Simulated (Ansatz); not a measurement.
# SrCdPt: pressure against volume

A database entry relaxed whole under r2SCAN (Pnma):

```xyz
12
Lattice="7.5478 0.0000 0.0000 0.0000 4.4792 0.0000 0.0000 0.0000 8.6115" Properties=species:S:1:pos:R:3 pbc="T T T"
Sr    0.2185    1.1198    5.8667
Sr    3.5555    3.3594    1.5610
Sr    3.9924    1.1198    7.0505
Sr    7.3294    3.3594    2.7448
Cd    1.0952    1.1198    0.5704
Cd    2.6787    3.3594    4.8761
Cd    4.8691    1.1198    3.7353
Cd    6.4527    3.3594    8.0411
Pt    2.0455    1.1198    3.2573
Pt    1.7284    3.3594    7.5631
Pt    5.8194    1.1198    1.0484
Pt    5.5023    3.3594    5.3541
```

The cell was scaled uniformly, its shape held, and the atoms relaxed at each volume with plane-wave PAW DFT (Ansatz 0.2.0; r2SCAN, 500 eV, 5×8×4 Γ-centred mesh, fermi-dirac occupations of width 0.100 eV; no spin, no spin-orbit coupling). One row is withheld.

```csv
volume (Å³/atom),energy over the lowest (meV/atom),pressure (GPa)
22.806,20.6,4.81
23.291,?,?
23.777,2.1,1.44
24.262,0.0,0.02
24.747,1.9,-1.24
25.232,7.4,-2.37
25.717,16.2,-3.38
```

Problem. Fit the pressures of the other rows to the third-order Birch-Murnaghan form.

Solution. With f = [(V₀/V)^(2/3) − 1]/2 and P = 3B₀f(1 + 2f)^(5/2)[1 + 3(B₀′ − 4)f/2], least squares gives V₀ = 24.27 Å³ an atom, B₀ = 66.8 GPa and B₀′ = 4.7; the rows miss the fit by less than 0.01 GPa. The slope of the energies differs from these pressures by less than 0.05 GPa.

Problem. What does the withheld row hold?

Solution. The fit gives 3.03 GPa at 23.291 Å³; the run gave 3.03 GPa and 8.8 meV an atom.

Caveats: the shape of the cell was held, so B₀ is an upper bound where the axes differ in stiffness; 0 K, fixed nuclei; the symmetry was kept, and this need not be the phase that is stable at 0 K; one mesh for all volumes; every run is gapless at this level; pressure is positive in compression.
